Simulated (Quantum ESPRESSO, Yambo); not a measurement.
For Cs2SiF6 (space group Fm-3m, No. 225), Yambo gives the independent-particle static dielectric constant along x as 2.22 on PBEsol bands and 1.97 after a scissor of 3.78 eV widens every gap (4×4×4 mesh, 132 bands, 3 Ry local-field block, 0.2 eV broadening).

Q: A scissor keeps the position matrix elements. In a one-oscillator model, how does ε − 1 scale, and what mean transition energy do the two values imply?

A: Each transition adds |r|²/E to ε − 1, so ε − 1 ∝ 1/(E0 + Δ). Then (1.97 − 1)/(2.22 − 1) = E0/(E0 + Δ) = 0.795, and E0 = Δ(ε' − 1)/(ε − ε') = 14.7 eV. The computed Im ε, weighted by 1/E up to 20 eV, has its mean at 13.6 eV; the smallest direct PBEsol gap is 7.26 eV. The scissor comes from a G0W0 run whose convergence isn't established. Convergence of the RPA response with its 4×4×4 mesh was not tested.

Bands from Quantum ESPRESSO.

Geometry of the Materials Project entry, not relaxed at this level; primitive cell a = 6.242 Å, b = 6.242 Å, c = 6.242 Å, α = 60.00°, β = 60.00°, γ = 60.00°.
